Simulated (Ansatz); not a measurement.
Rb (dhcp (α-La type), space group No. 194), a = b = 4.983 Å, c = 16.102 Å, α = β = 90.00°, γ = 120.00°.

Relaxed with PBEsol.

**Question.** Which orbitals make up the states near the Fermi level in PBEsol in the plane-wave PAW code Ansatz?

**Answer.** Within 0.5 eV of the Fermi level: Rb 5s 88 %, outside the projected shells 11 %. Projections are on Löwdin-orthogonalised atomic valence shells; empty p or d shells of many metals are not among them.

**Question.** Tabulate the density of states.

**Answer.** States/eV per cell of 4 atoms, in 0.25 eV bins, energy from the Fermi level.

| E (eV) | total | Rb 5s | Rb 4p | Rb 4s |
|---|---|---|---|---|
| -7.85 | 0.00 | 0.00 | 0.00 | 0.00 |
| -7.60 | 0.00 | 0.00 | 0.00 | 0.00 |
| -7.35 | 0.00 | 0.00 | 0.00 | 0.00 |
| -7.10 | 0.00 | 0.00 | 0.00 | 0.00 |
| -6.85 | 0.00 | 0.00 | 0.00 | 0.00 |
| -6.60 | 0.00 | 0.00 | 0.00 | 0.00 |
| -6.35 | 0.00 | 0.00 | 0.00 | 0.00 |
| -6.10 | 0.00 | 0.00 | 0.00 | 0.00 |
| -5.85 | 0.00 | 0.00 | 0.00 | 0.00 |
| -5.60 | 0.00 | 0.00 | 0.00 | 0.00 |
| -5.35 | 0.00 | 0.00 | 0.00 | 0.00 |
| -5.10 | 0.00 | 0.00 | 0.00 | 0.00 |
| -4.85 | 0.00 | 0.00 | 0.00 | 0.00 |
| -4.60 | 0.00 | 0.00 | 0.00 | 0.00 |
| -4.35 | 0.00 | 0.00 | 0.00 | 0.00 |
| -4.10 | 0.00 | 0.00 | 0.00 | 0.00 |
| -3.85 | 0.00 | 0.00 | 0.00 | 0.00 |
| -3.60 | 0.00 | 0.00 | 0.00 | 0.00 |
| -3.35 | 0.00 | 0.00 | 0.00 | 0.00 |
| -3.10 | 0.00 | 0.00 | 0.00 | 0.00 |
| -2.85 | 0.00 | 0.00 | 0.00 | 0.00 |
| -2.60 | 0.00 | 0.00 | 0.00 | 0.00 |
| -2.35 | 0.00 | 0.00 | 0.00 | 0.00 |
| -2.10 | 0.06 | 0.06 | 0.00 | 0.00 |
| -1.85 | 0.69 | 0.67 | 0.00 | 0.01 |
| -1.60 | 1.14 | 1.11 | 0.01 | 0.02 |
| -1.35 | 1.50 | 1.46 | 0.02 | 0.01 |
| -1.10 | 1.84 | 1.78 | 0.03 | 0.01 |
| -0.85 | 2.18 | 2.11 | 0.04 | 0.01 |
| -0.60 | 2.53 | 2.42 | 0.04 | 0.00 |
| -0.35 | 2.92 | 2.75 | 0.04 | 0.00 |
| -0.10 | 3.52 | 3.22 | 0.04 | 0.00 |
| 0.15 | 4.02 | 3.52 | 0.03 | 0.01 |
| 0.40 | 4.12 | 3.26 | 0.02 | 0.01 |
| 0.65 | 4.28 | 2.70 | 0.01 | 0.02 |
| 0.90 | 5.02 | 1.24 | 0.01 | 0.01 |
| 1.15 | 6.95 | 0.80 | 0.00 | 0.01 |
| 1.40 | 6.44 | 0.61 | 0.00 | 0.00 |
| 1.65 | 8.37 | 0.32 | 0.00 | 0.00 |

Space group P6_3/mmc (dhcp (α-La type)). The workflow started from a Materials Project entry (that database holds measured and hypothetical structures alike); the Crystallography Open Database copy checked does not list it. It is not the phase usual at ambient conditions (space group No. 229). The cell was relaxed with PBEsol under the symmetry of its start; its stability against distortions is not shown here. Axis ratios of metals converge slowly with the k-mesh, so a and c are less sure than the volume. Spin–orbit coupling is left out wherever it is not named.

Potentials: the later of the program's two PAW sets.
